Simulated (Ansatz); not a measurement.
LiBr:
```
CELL_PARAMETERS angstrom
      0.00000     2.65496     2.65496
      2.65496     0.00000     2.65496
      2.65496     2.65496     0.00000
ATOMIC_POSITIONS crystal
  Li 0.00000 0.00000 0.00000
  Br 0.50000 0.50000 0.50000
```

Relaxed with LDA. Special points in fractions of this cell's reciprocal vectors: Γ (0.000, 0.000, 0.000); X (0.500, 0.000, 0.500); U (0.625, 0.250, 0.625); K (0.375, 0.375, 0.750); L (0.500, 0.500, 0.500); W (0.500, 0.250, 0.750).

Question: List the band energies nearest the valence-band maximum at these points for LDA (plane waves, PAW; program Ansatz).

Answer: In eV from the valence-band maximum; about four levels below and three above (degenerate sets whole), none deeper than 8.9 eV; points with the same levels are listed once.

```
k              below                   above
-  -----------------  ----------------------
Γ  -0.01 -0.01 -0.01  5.14 10.45 10.45 10.45
X  -3.48 -1.40 -1.40         6.22 6.72 12.25
U  -3.03 -2.24 -1.06         6.50 8.82 10.42
L  -3.42 -0.32 -0.32          5.40 7.90 7.90
W  -2.62 -2.62 -1.38     8.24 8.51 9.57 9.57
```

Space group Fm-3m (rock salt). The LDA relaxation kept the symmetry of its start; phonons on a q-mesh show no instability. Spin–orbit coupling is left out wherever it is not named.

Potentials: the later of the program's two PAW sets.
